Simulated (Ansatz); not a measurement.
## VBiO$_{4}$: from a starting cell to a relaxed one

The start is a generated trial cell of VBiO4 in the AFLOW prototype ABC4_mP12_13_e_a_2g (E1_b, as in AgTe4Au). The structure is fully relaxed (lattice and positions, P = 0) with PBE (plane waves to 420 eV, PAW, scalar-relativistic; Ansatz, a program for electronic structure). The first steps use a coarse 4×6×3 k-mesh.

The start:
```yaml
crystal:
  lattice:
    - [6.79396, 0.00000, 0.00000]
    - [0.00000, 3.43214, 0.00000]
    - [-4.41229, 0.00000, 6.43294]
  atoms:
    - { symbol: V, position: [0.50000, 0.51820, 0.25000] }
    - { symbol: V, position: [0.50000, 0.48180, 0.75000] }
    - { symbol: O, position: [0.70200, 0.02780, 0.70170] }
    - { symbol: O, position: [0.29800, 0.02780, 0.79830] }
    - { symbol: O, position: [0.29800, 0.97220, 0.29830] }
    - { symbol: O, position: [0.70200, 0.97220, 0.20170] }
    - { symbol: O, position: [0.19110, 0.40450, 0.95450] }
    - { symbol: O, position: [0.80890, 0.40450, 0.54550] }
    - { symbol: O, position: [0.80890, 0.59550, 0.04550] }
    - { symbol: O, position: [0.19110, 0.59550, 0.45450] }
    - { symbol: Bi, position: [0.00000, 0.00000, 0.00000] }
    - { symbol: Bi, position: [0.00000, 0.00000, 0.50000] }
```
Spin-polarised start, with parallel moments on V.

Largest initial force: 4.17 eV/Å, on O7, O8, O9, O10 (atoms numbered as listed)
Energy released: 1.17 eV/atom
Volume change: +16.8 %, from 12.50 to 14.60 Å³/atom
Shortest distances (start → end): The closest pairs of elements (up to four, under 3.6 Å), start → end: O–V 2.10 → 1.70 Å; Bi–O 2.05 → 2.34 Å; O–O 2.16 → 2.68 Å; Bi–V 3.25 → 3.33 Å
Band gap at the end: 1.90 eV, indirect (valence top at C2, conduction bottom at Z) (no spin-orbit coupling)
Moments at the end: zero (the starting moments vanished)
Optimiser moves: 41

Final values are on a 6×7×3 k-mesh of the relaxed cell. No spin polarisation in the result: the starting moments vanished. No Hubbard U is applied. Without spin-orbit coupling the bands of the heavy element are not split, so the gap can be far off.

The run could not lose the symmetry of its start: the end is stationary, and may be a saddle point rather than a minimum.

The relaxed structure here is a generated cell of VBiO4: the first start was made by placing the elements on the sites of a structure type, and the end was not matched to a known phase here, so it may be hypothetical. Known forms of VBiO4 include space group No. 88.
